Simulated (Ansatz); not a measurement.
**Structure optimisation: rhodium, bcc**

The calculation used DFT, BLYP, plane waves (420 eV) with PAW, scalar-relativistic (Ansatz). The PAW files were generated under PBE, with cores re-solved for the functional.

k-point mesh 15×15×15, Fermi-Dirac smearing 0.1 eV, no spin polarisation. Cell and atoms relax.

Starting structure:

```yaml
crystal:
  lattice:
    - [-1.5092612352, 1.5092612352, 1.5092612352]
    - [1.5092612352, -1.5092612352, 1.5092612352]
    - [1.5092612352, 1.5092612352, -1.5092612352]
  atoms:
    - { symbol: Rh, position: [0.0, 0.0, 0.0] }
hamiltonian:
  xc: blyp
  pseudopotentials:
    kind: paw
    azcp:
      Rh: "pseudopotentials/Rh.paw.azcp"
basis:
  ecutwfc: 420
  fft_grid_basis: typed
kpoints:
  mp_grid: { grid: [15, 15, 15], shift: [0, 0, 0] }
magnetization:
  spin_polarized: false
scf:
  occupations: { method: fermi_dirac, width: 0.1 }
relax:
  max_steps: 60
  f_tol: 0.01
  cell: {}
```

**Question.** What cell does the relaxation end in?

**Answer.** Im-3m with a = 3.129 Å; 15.32 Å³ per atom against 13.75 at the start (11.4 %).

**Question.** How much energy does the relaxation gain?

**Answer.** 120.6 meV per atom.
